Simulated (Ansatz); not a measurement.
Li2S:
```cif
data_Li8S4
_chemical_formula_sum 'Li8 S4'
_space_group_name_H-M_alt 'Fm-3m'
_space_group_IT_number 225
_space_group_name_Hall '-F 4 2 3'
_cell_length_a 5.69038
_cell_length_b 5.69038
_cell_length_c 5.69038
_cell_angle_alpha 90.000
_cell_angle_beta 90.000
_cell_angle_gamma 90.000
loop_
_atom_site_label
_atom_site_type_symbol
_atom_site_symmetry_multiplicity
_atom_site_Wyckoff_symbol
_atom_site_fract_x
_atom_site_fract_y
_atom_site_fract_z
_atom_site_occupancy
Li1 Li 8 c 0.25000 0.25000 0.25000 1
S1 S 4 a 0.00000 0.00000 0.00000 1
```
(The calculation used a cell of 3 atoms; values per cell refer to that cell.)

Relaxed with r²SCAN.

Problem. Tabulate the valence density and the electron localisation function along the shortest Li–S contact (2.46 Å), DFT-r²SCAN in the program Ansatz with PAW potentials.

Solution. 

| distance from Li (Å) | density (e/Å³) | ELF |
|---|---|---|
| 0.25 | 5.84 | 0.99 |
| 0.37 | 3.04 | 0.94 |
| 0.49 | 1.10 | 0.50 |
| 0.62 | 0.29 | 0.07 |
| 0.74 | 0.12 | 0.03 |
| 0.86 | 0.13 | 0.07 |
| 0.99 | 0.16 | 0.36 |
| 1.11 | 0.21 | 0.69 |
| 1.23 | 0.29 | 0.81 |
| 1.36 | 0.41 | 0.85 |
| 1.48 | 0.58 | 0.87 |
| 1.60 | 0.79 | 0.87 |
| 1.72 | 1.00 | 0.85 |
| 1.85 | 1.13 | 0.79 |
| 1.97 | 1.09 | 0.62 |
| 2.09 | 0.83 | 0.31 |
| 2.22 | 0.44 | 0.07 |

The density is the valence pseudo-density with augmentation charge, so density and ELF within about 1 Å of a nucleus are not all-electron values.

Symmetry was held in the r²SCAN relaxation.

Potentials: the later of the program's two PAW sets.
